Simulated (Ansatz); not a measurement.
Consider the following.

AlN:
Space group P4/mmm (No. 123); a = 2.6808 Å, b = 2.6808 Å, c = 3.8436 Å, α = 90.00°, β = 90.00°, γ = 90.00°

| atom | site | symmetry | x | y | z |
|---|---|---|---|---|---|
| Al | 1c | 4/mmm | 0.5000 | 0.5000 | 0.0000 |
| N | 1a | 4/mmm | 0.0000 | 0.0000 | 0.0000 |

This is the PBE+D3(BJ)-relaxed structure.

Question: All from the program Ansatz at the PBE+D3(BJ) level (PAW), unless another level is named. Give the smallest direct gap on the standard path.

Answer: 1.58 eV.

Question: And the band gap?

Answer: 0.37 eV (indirect).

Question: Next, the electron effective mass?

Answer: 0.23, 0.32, 0.32 mₑ (principal values).

A made-up cell: these elements were put on the sites of a structure type; neither database checked (COD, Materials Project) lists it. It is not the phase usual at ambient conditions (space group No. 186, 216). The cell was relaxed with PBE+D3(BJ) under the symmetry of its start. At this level the phase is dynamically unstable (imaginary phonons).

Potentials: the later of the program's two PAW sets.
